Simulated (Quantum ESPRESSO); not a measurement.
Field gradients of P from the PAW reconstruction of the field gradient on a scalar-relativistic PBE ground state (a modified build of Quantum ESPRESSO, JTH datasets). The input of pw.x:

```
&CONTROL
  calculation = 'scf'
  prefix = 'x'
  pseudo_dir = './pseudo'
  outdir = './out'
  tprnfor = .true.
/
&SYSTEM
  ibrav = 0
  nat = 4
  ntyp = 1
  ecutwfc = 40
  ecutrho = 160
  occupations = 'smearing'
  smearing = 'fd'
  degauss = 0.006
  nbnd = 17
/
&ELECTRONS
  mixing_beta = 0.4
  electron_maxstep = 150
  conv_thr = 1e-10
/
ATOMIC_SPECIES
P 30.974 P.GGA_PBE-JTH.UPF
CELL_PARAMETERS angstrom
    1.647745000000    -5.465040000000     0.000000000000
    1.647745000000     5.465040000000     0.000000000000
    0.000000000000     0.000000000000     4.543640000000
ATOMIC_POSITIONS crystal
P      0.404140000000     0.595860000000     0.911180000000
P      0.595860000000     0.404140000000     0.088820000000
P      0.095860000000     0.904140000000     0.411180000000
P      0.904140000000     0.095860000000     0.588820000000
K_POINTS automatic
13 13 9 0 0 0
```
The cell comes from the Materials Project (a computed structure). It is P in Cmce. Stability against distortions was not tested. Forces on the atoms reach 0.29 eV/Å at this level.

Vzz is the sum of three terms, each taken along its main axis: the smooth valence density, the ions (nucleus and frozen core) with the augmentation charges of all other spheres, and the all-electron minus smooth density in the atom's own sphere. The split hangs on the datasets.  Cores are frozen. P had no test against all-electron runs.

```
site                  smooth valence density  ions and other spheres  own sphere  Vzz (a.u.)
--------------------  ----------------------  ----------------------  ----------  ----------
P (atoms 1, 2, 3, 4)                   0.049                  -0.093         ___         ___
```

Fill in the missing entries.


- P (atoms 1, 2, 3, 4), own sphere: -0.760
- P (atoms 1, 2, 3, 4), Vzz (a.u.): -0.804
